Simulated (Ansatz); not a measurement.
AgNb2CO2 in space group P-3m1 (No. 164; O on 2d, Nb on 2d, C on 1a, Ag on 1b) at seven volumes, the program Ansatz at the PBE+D3(BJ) level (PAW), shape and atoms relaxed at each. One row is withheld.

```csv
V (Å³/atom),P (GPa)
12.084,5.72
12.483,3.38
12.881,1.46
13.280,-0.01
13.678,-1.09
14.076,?
14.475,-2.42
```

**Question.** Fit the shown pressures and predict the withheld one.

**Answer.** P = (3/2)B₀(x^(7/2) − x^(5/2))[1 + (3/4)(B′ − 4)(x − 1)] with x = (V₀/V)^(2/3). Least squares on the six rows gives V₀ = 13.285 Å³/atom, B₀ = 41.3 GPa, B′ = 8.40. At V = 14.076, x = 0.9622 and P = -1.86 GPa. The run itself gave -1.96 GPa.

A made-up cell: these elements were put on the sites of a structure type; neither database checked (COD, Materials Project) lists it. Its standing as an ambient phase is unchecked. Symmetry was held in the PBE+D3(BJ) relaxation. At this level the phase is mechanically unstable. The run is not spin-polarised.

Potentials: the later of the program's two PAW sets.
